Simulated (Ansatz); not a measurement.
PbSe in space group P-6m2 (No. 187; Pb on 1a, Se on 1f) under volume change, r²SCAN (plane waves, PAW; program Ansatz), shape and atoms relaxed at each volume.

```csv
V (Å³/atom),E − E(relaxed) (meV/atom),P (GPa)
27.116,39.0,4.95
28.010,16.9,3.13
28.904,4.0,1.46
29.798,0.0,0.00
30.692,3.6,-1.27
31.586,13.7,-2.33
32.480,29.4,-3.29
```

Question: What does a third-order Birch–Murnaghan fit give for V₀, B₀ and B′?

Answer: V₀ = 29.81 Å³/atom, B₀ = 44.6 GPa, B′ = 3.4.

The cell is a constructed one: a structure type filled with these elements; neither database checked (COD, Materials Project) lists it. It is not the phase usual at ambient conditions (space group No. 225). The cell was relaxed with r²SCAN under the symmetry of its start; its stability against distortions is not shown here. Scalar-relativistic: spin–orbit coupling is off unless named, which matters more the heavier the elements.

Potentials: the later of the program's two PAW sets.
